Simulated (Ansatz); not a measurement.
Cu2O:
```
Cu2O
1.0
    0.00000     4.18697     4.18697
    4.18697     0.00000     4.18697
    4.18697     4.18697     0.00000
O Cu
2 4
Direct
  0.00000   0.00000   0.00000
  0.25000   0.25000   0.25000
  0.12500   0.12500   0.12500
  0.62500   0.12500   0.12500
  0.12500   0.62500   0.12500
  0.12500   0.12500   0.62500
```

Relaxed with r²SCAN.

Task: Map the electron localisation function on the plane through (0.000, 0.000, 0.000) spanned by u = [1, 0, 0] and v = [-1, 1, 1] in lattice vectors, from DFT-r²SCAN in the program Ansatz with PAW potentials.

Result: x is the fraction of u, y of v (the angle between them is 90°; rows are the nearest grid lines); atoms in the plane: O at (0.00, 0.00), O at (0.50, 0.25), Cu at (0.25, 0.12), Cu at (0.75, 0.12).
```
|:=#%#-....:::.. ..:::....-#%#=:|
|%%%%*-........   ........-*%%%%|
|%%%*=:.   ...     ...   .:=*%%%|
|---:..                   ..:---|
|...                         ...|
|                               |
|                               |
|                               |
|                               |
|                               |
|                               |
|                               |
|                               |
|             .....             |
|            .......            |
|          .:=**#**=:.          |
|  ........-*%%%%%%%*-........  |
| ..:::....-#%#=:=#%#-....:::.. |
| ..:::::...*@%*=*%@*...:::::.. |
|....::-++-..=#%%%%=..-++-::....|
|--...-#@@#=...---...=#@@#=...--|
|%%#=..-++-::.......::-++-..-%%%|
|%%@#-..:::::.......:::::..:%@%%|
|:=#%#-....:::.. ..:::....-#%#=:|
```
Scale: ten equal steps from 0.002 (start of ' ') to 0.917 (end of '@'), in the order ' .:-=+*#%@'; x runs from 0.000 to 1.00, y from 0.000 (bottom) to 1.00 (top).

The density is the valence pseudo-density with augmentation charge, so density and ELF within about 1 Å of a nucleus are not all-electron values.

Space group Fd-3m. The start of the workflow was typed in or built on a structure type; neither database checked (COD, Materials Project) lists it. It is not the phase usual at ambient conditions (space group No. 224). The r²SCAN relaxation kept the symmetry of its start; whether a distortion lowers the energy is not shown. The workflow began spin-polarised and lost its moments. No Hubbard U is applied.

Potentials: the later of the program's two PAW sets.
